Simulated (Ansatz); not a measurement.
RbCl:
Space group Fm-3m (No. 225); a = 6.699 Å, b = 6.699 Å, c = 6.699 Å, α = 90.00°, β = 90.00°, γ = 90.00°

| atom | site | symmetry | x | y | z |
|---|---|---|---|---|---|
| Rb | 4a | m-3m | 0.0000 | 0.0000 | 0.0000 |
| Cl | 4b | m-3m | 0.5000 | 0.5000 | 0.5000 |
(The calculation used a cell of 2 atoms; values per cell refer to that cell.)

Relaxed with PBE. Independent-particle spectrum: no excitons, no local fields, no scissors shift; 0.1 eV broadening; ε₁ of the summed bands alone.

Tabulate the dielectric function from plane-wave PAW PBE (Ansatz code).



| E (eV) | ε₁ xx | ε₂ xx |
|---|---|---|
| 0.0 | 2.49 | 0.00 |
| 0.5 | 2.49 | 0.00 |
| 1.0 | 2.50 | 0.00 |
| 1.5 | 2.53 | 0.00 |
| 2.0 | 2.56 | 0.00 |
| 2.5 | 2.61 | 0.00 |
| 3.0 | 2.67 | 0.00 |
| 3.5 | 2.75 | 0.00 |
| 4.0 | 2.88 | 0.00 |
| 4.5 | 3.07 | 0.00 |
| 5.0 | 3.45 | 0.28 |
| 5.5 | 3.46 | 0.54 |
| 6.0 | 3.61 | 0.70 |
| 6.5 | 4.04 | 1.35 |
| 7.0 | 3.73 | 2.04 |
| 7.5 | 3.47 | 2.90 |
| 8.0 | 1.18 | 2.46 |
| 8.5 | 1.41 | 1.05 |
| 9.0 | 3.42 | 1.16 |
| 9.5 | 3.13 | 3.59 |
| 10.0 | 1.19 | 3.46 |
| 10.5 | -0.27 | 2.79 |
| 11.0 | -0.06 | 1.14 |
| 11.5 | 0.61 | 0.75 |
| 12.0 | 1.21 | 0.81 |

From ε at 5.4 eV (xx: 3.45 + 0.50i), find n, k, the normal reflectivity and the absorption coefficient.

n = 1.86, k = 0.134, R = 9 %, α = 2kE/ħc = 73000 cm⁻¹.

With all bands, ε∞ without local fields is 2.52. DFPT, with local fields, gives 2.28.

Symmetry was held in the PBE relaxation; phonons on a q-mesh show no instability. Scalar-relativistic: spin–orbit coupling is off unless named, which matters more the heavier the elements.

Potentials: the later of the program's two PAW sets.
